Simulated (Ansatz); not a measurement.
GaP (zinc blende, F-43m), DFT-LDA in the program Ansatz with PAW potentials: ε∞ = 10.6, cell volume 39.17 Å³. Infrared-active transverse modes:

| ω_TO (cm⁻¹) | oscillator strength S_xx (e²/amu) |
|---|---|
| 364.8 | 0.1955 |

Question: Compute the static dielectric constant.

Answer: Each mode adds (4.921e7/V) S/ω²: 1.85. So ε0 = 12.5.

Question: What LO frequency does the Lyddane–Sachs–Teller relation give?

Answer: ω_LO = ω_TO √(ε0/ε∞) = 395 cm⁻¹.

The cell was relaxed with LDA under the symmetry of its start; phonons on a q-mesh show no instability. Scalar-relativistic: spin–orbit coupling is off unless named, which matters more the heavier the elements.

Potentials: the later of the program's two PAW sets.
